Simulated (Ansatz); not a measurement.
# Li4LuBi2Cl: settings compared (Ansatz)

The command:

```bash
ansatz run input.yaml --threads 1 --pin off --max-ram 2560MiB --backend cpu --events-out ev --progress --plain --runs-dir out
```

The input file (Ansatz 0.2.0, plane waves):

```yaml
crystal:
  lattice:
    - [3.976221, 0.0, 0.0]
    - [0.0, 3.976221, 0.0]
    - [0.0, 0.0, 9.210455]
  atoms:
    - { symbol: Cl, position: [0.0, 0.0, 0.5] }
    - { symbol: Lu, position: [0.0, 0.0, 0.0] }
    - { symbol: Li, position: [0.5, 0.0, 0.848] }
    - { symbol: Li, position: [0.0, 0.5, 0.848] }
    - { symbol: Li, position: [0.5, 0.0, 0.152] }
    - { symbol: Li, position: [0.0, 0.5, 0.152] }
    - { symbol: Bi, position: [0.5, 0.5, 0.7193] }
    - { symbol: Bi, position: [0.5, 0.5, 0.2807] }
  symmetry: { tolerance: 0.0003 }
kpoints:
  mp_grid: { grid: [5, 5, 2], shift: [0, 0, 0] }
magnetization:
  spin_polarized: false
scf:
  occupations: { method: fermi_dirac }
hamiltonian:
  pseudopotentials: { kind: paw }
  xc: r2scan
basis:
  ecutwfc: 500
output:
  forces: true
  stress: true
  eigenvalues: true
  write_density: true
  write_potential: true
  elf: true
  volumetric_format: npy
```

Origin of the cell: a known structure type with other elements, at an estimated volume, so it need not be a known compound.

The smearing width isn't typed, so it takes its default of 0.1 eV.

Output of this run (shortened):

```
SCF iter   1: F=—  HF=-41462.580372 eV  Δρ=1.60e-2  dr2=3.65e0  dr2_τ=3.85e-2
SCF iter   2: F=—  HF=-41462.485908 eV  Δρ=6.73e-3  dr2=7.37e-1  dr2_τ=1.27e-2  defer=4
SCF iter   3: F=—  HF=-41462.500020 eV  Δρ=4.90e-3  dr2=4.92e-2  dr2_τ=4.70e-3  defer=4
SCF iter   4: F=—  HF=-41462.473117 eV  Δρ=2.33e-3  dr2=2.93e-2  dr2_τ=1.77e-4  defer=4
SCF iter   5: F=—  HF=-41462.470560 eV  Δρ=7.21e-4  dr2=5.64e-3  dr2_τ=1.13e-4  defer=4
[… 2 lines left out …]
SCF iter   8: F=—  HF=-41462.470453 eV  Δρ=4.91e-5  dr2=6.26e-6  dr2_τ=6.24e-7  defer=4
SCF iter   9: F=—  HF=-41462.470458 eV  Δρ=2.59e-5  dr2=1.85e-6  dr2_τ=3.61e-8  defer=4
SCF iter  10: F=—  HF=-41462.470459 eV  Δρ=1.15e-5  dr2=7.77e-7  dr2_τ=2.35e-8  defer=4
SCF iter  11: F=—  HF=-41462.470459 eV  Δρ=5.97e-6  dr2=1.07e-7  dr2_τ=4.56e-9  defer=4
SCF iter  12: F=-41462.470459 eV  HF=-41462.470459 eV  Δρ=1.40e-6  dr2=3.83e-9  dr2_τ=1.28e-10
SCF 1 converged in 12 iterations: F = -41462.470459 eV  dr2 = 3.83e-9
SCF converged after 12 iterations
Free energy (F): -41462.470459 eV
Harris-Foulkes:  -41462.470459 eV  (|F-HF|=3.35e-9)
Internal energy: -41462.253854 eV  (E = F + TS)
E sigma→0 (E₀):  -41462.362157 eV
Entropy (-TS):   -0.216605 eV (-27.076 meV/atom)
Fermi energy:    8.732729 eV
--- Per-component energies (eV) ---
  E_band       = -652.319871
  E_kinetic    = 1298.193005
  E_local      = -12604.115255  (includes V_loc(G=0)·N_el)
  E_nonlocal   = 1591.059614
  E_hartree    = 5056.783214
  E_xc         = -647.611326
  E_vxc        = -807.785470  (∫ρ·V_xc dr)
  E_paw        = -29517.512553  (= ΣΔE_a)
  E_vpaw       = -292.012253  (= ΣTr[D̂ρ^β])
  E_aug_tail   = -0.000861  (compensation charges beyond the density's cutoff)
  E_vtau       = 48.779725  (kinetic-family band-sum trace: ∫τ·v_τ [+ j·A + Jᵃ·Aᵃ] dr)
  E_ewald      = -6641.341902
  E_core_change = 2.292211  (= ΣΔE_core)
  E_smearing   = -0.216605  (= −TS)
  Σ components = -41462.470459   (vs F -41462.470459, Δ=0.00e0)
--- Forces (eV/Å), atoms counted from 1 ---
  atom   1  Cl    -0.000000    -0.000000     0.000000
[… 2 lines left out …]
  atom   4  Li     0.000000     0.000000    -0.136325
  atom   5  Li     0.000000     0.000000     0.136325
  atom   6  Li     0.000000     0.000000     0.136325
  atom   7  Bi     0.000000     0.000000    -2.411487
  atom   8  Bi     0.000000     0.000000     2.411487
  max |Σ_I F_I| component: 4.44e-16 eV/Å
--- Stress (GPa, compression-positive) ---
       24.526815       0.000000       0.000000
        0.000000      24.526815       0.000000
        0.000000       0.000000      17.091419
  P = ⅓ Tr σ = 22.0483 GPa (220.483 kbar)
```

The same input was run again with these changes:

1. `scf.lower_state_search` default → light
2. `basis.ecutwfc` 500 → "600 eV"
3. `scf.mixing.preconditioner` default → none
4. `scf.mixing.algorithm` default → anderson; `scf.mixing.beta` default → 0.5

```json
{"run": "base", "end": "converged", "SCF iterations": "12", "P (GPa)": "22.05", "max force component (eV/Å)": "2.411", "moment (μB)": "–", "ΔE(σ→0) (meV/atom)": "0"}
{"run": "1", "end": "converged", "SCF iterations": "12", "P (GPa)": "22.05", "max force component (eV/Å)": "2.411", "moment (μB)": "–", "ΔE(σ→0) (meV/atom)": "0.00"}
{"run": "2", "end": "converged", "SCF iterations": "12", "P (GPa)": "22.05", "max force component (eV/Å)": "2.412", "moment (μB)": "–", "ΔE(σ→0) (meV/atom)": "-0.52"}
{"run": "3", "end": "converged", "SCF iterations": "14", "P (GPa)": "22.05", "max force component (eV/Å)": "2.412", "moment (μB)": "–", "ΔE(σ→0) (meV/atom)": "0.00"}
{"run": "4", "end": "converged", "SCF iterations": "14", "P (GPa)": "22.05", "max force component (eV/Å)": "2.411", "moment (μB)": "–", "ΔE(σ→0) (meV/atom)": "0.00"}
```

Energies are compared only where functional, datasets, charge and starting cell are the same.

Caveats of the base run: no spin, though holes on the anions or broken bonds may carry moments; no spin-orbit coupling, though heavy elements are present; the k mesh is coarse if the cell is a metal.

Time of the base run: 8.9 s on 1 thread of Intel(R) Xeon(R) 6975P-C (Granite Rapids), with other jobs on the host, peak memory 0.85 GiB, from the program's own first density.
